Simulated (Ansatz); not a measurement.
Relaxed ZnSe (zinc blende):

```yaml
crystal:
  lattice:
    - [0.00000, 5.73302, 5.73302]
    - [2.86651, 2.86651, 5.73302]
    - [2.86651, 2.86651, 0.00000]
  atoms:
    - { symbol: Se, position: [0.00000, 0.75000, 0.75000] }
    - { symbol: Se, position: [0.50000, 0.75000, 0.75000] }
    - { symbol: Zn, position: [0.00000, 0.00000, 0.00000] }
    - { symbol: Zn, position: [0.50000, 0.00000, 0.00000] }
```

The atoms are displaced by Q × the pattern below (from a DFPT mode at X = (0.5, 0.5, 0.0), largest move 1; Q in Å), at fixed cell. It is one choice among 2 degenerate patterns. (q is in reciprocal vectors of the primitive cell; the cell shown is doubled to hold the pattern.)

```json
[
 {"atom": "Se1", "x": "0.691", "y": "0.000", "z": "0.000"},
 {"atom": "Se2", "x": "-0.691", "y": "0.000", "z": "0.000"},
 {"atom": "Zn3", "x": "0.000", "y": "1.000", "z": "0.000"},
 {"atom": "Zn4", "x": "0.000", "y": "-1.000", "z": "0.000"}
]
```

Computed with PBE (plane waves to 420 eV, PAW, scalar-relativistic; Ansatz, a first-principles code). k mesh 10×10×10 (Γ-centred), Fermi-Dirac smearing 0.05 eV. The energy includes the smearing's −TS. The PAW data are Ansatz's earlier set. ZnSe was relaxed with its symmetry unable to fall. ΔE is measured from the undisplaced structure.

| Q (Å) | ΔE (meV/cell) |
|---|---|
| -0.2800 | 139.7 |
| -0.2333 | 96.8 |
| -0.1867 | withheld |
| -0.1400 | 34.7 |
| -0.0933 | 15.4 |
| -0.0467 | 3.9 |
| 0.0000 | 0.0 |
| 0.0467 | 3.9 |
| 0.0933 | 15.4 |
| 0.1400 | 34.7 |
| 0.1867 | withheld |
| 0.2333 | 96.8 |
| 0.2800 | 139.7 |

Fit an even polynomial form (powers 2, 4) to the given rows and predict ΔE at Q = 0.1867.

Least squares on the 11 given rows: ΔE = (1769)·Q² + (169.7)·Q⁴, in meV/cell with Q in Å; root-mean-square residual 0.03 meV/cell. At 0.1867 the fit gives 61.9 meV/cell; the calculation gives 61.8 meV/cell, so the interpolation is off by 0.1 (+0.2 %). The quadratic term alone would give 61.7 meV/cell.

(A displaced cell: forces are minus the slopes of the energy, force constants its curvatures, and phonons follow from these.)
